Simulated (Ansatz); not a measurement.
HfO2:
Space group P4₂/mnm (No. 136); a = 4.831 Å, b = 4.831 Å, c = 3.210 Å, α = 90.00°, β = 90.00°, γ = 90.00°

```tsv
atom	site	symmetry	x	y	z
Hf	2a	m.mm	0.0000	0.0000	0.0000
O	4f	m.2m	0.3050	0.3050	0.0000
```

Relaxed with PBEsol. DFT-PBEsol in the program Ansatz with PAW potentials gives a gap of 3.89 eV.

Question: What gap does HSE06 give on the same cell (Ansatz, PAW)?

Answer: 5.66 eV, 1.77 eV more. The hybrid was solved on a coarser mesh and at special points; the gap given is the minimum over both.

```csv
k,v1 PBEsol,c1 PBEsol,v1 HSE06,c1 HSE06
Γ,0.00,3.89,0.00,5.66
Z,-0.96,5.57,___,___
M,-0.74,4.16,___,___
A,-0.47,5.09,___,___
R,-0.86,4.13,___,___
X,-0.64,4.58,-0.68,6.37
```

Question: Top valence (v1) and lowest conduction level (c1) in eV from each method's valence maximum (which need not be a listed point): supply the withheld HSE06 values.

Answer: 
- A, v1 HSE06: -0.51
- A, c1 HSE06: 6.91
- M, v1 HSE06: -0.79
- M, c1 HSE06: 5.93
- Z, v1 HSE06: -1.03
- Z, c1 HSE06: 7.39
- R, v1 HSE06: -0.93
- R, c1 HSE06: 5.89

Cost on shared cores: the PBEsol run (SCF on a 6×6×9 mesh, then bands and DOS) about 30 core-seconds (a rough figure), the HSE06 run (SCF on 4×4×5, then a few points) roughly 110 core-seconds; the tasks are unlike.

Space group P4_2/mnm (rutile). The workflow started from a Materials Project entry (that database holds measured and hypothetical structures alike); the Crystallography Open Database copy checked does not list it. It is not the phase usual at ambient conditions (space group No. 14, 29). Symmetry was held in the PBEsol relaxation; its stability against distortions is not shown here. No spin polarisation was allowed. Scalar-relativistic: spin–orbit coupling is off unless named, which matters more the heavier the elements.

Potentials: the earlier of the program's two PAW sets. The files were generated under PBE; for other functionals the program regenerates the frozen cores, and for LDA and PBEsol the local potential too.
